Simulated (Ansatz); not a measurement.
## TaF$_{3}$: energy along a strain

TaF$_{3}$, Pm-3m, a = 3.901 Å (as given, not relaxed at this level: 20.4 GPa). The structure is a COD entry; whether it is the stable form wasn't checked. Ansatz: PBEsol, PAW, 420 eV, Γ-centred 12×12×12 mesh on 4 atoms, Gaussian smearing 0.15 eV; no spin polarisation. Cell vectors (Å): 3.901 0.000 0.000; 0.000 3.901 0.000; 0.000 0.000 3.901. The cell is strained by x per cent times the pattern (0 0 0 0 0 1) in the order xx yy zz yz xz xy (engineering shears), with fractional coordinates held. y is the free energy over the start, V0 = 14.843 Å³/atom. Symmetry makes y even in x. Points with a strain past 8.5 % were computed too (2) and aren't used here.

```
x (%) y (meV/atom)
-5.00         -2.95
 0.00          0.00
 2.50         -0.75
 3.75         -1.67
 6.25         -4.57
 7.50             ?
```

Fit y = c2 x² + c4 x⁴ to the other rows, get the stiffness along the pattern, and predict the missing energy.

Least squares on the rows shown. y = −0.1199 x² + 7.463×10⁻⁵ x⁴. The clamped-ion stiffness p·C·p = 2 × -1.199 eV × 160.2 / 14.843 Å³ = -26 GPa, which is C66 in these axes (C44 of the cubic crystal) (second derivative at the start, which stands under stress). At x = 7.50 the fit asked for gives -6.51 meV/atom. The run gave -6.48 meV/atom, so the fit is 0.03 meV/atom too low, a small miss on the scale of the series.

Spin–orbit coupling is left out, which can shift energies with elements as heavy as these.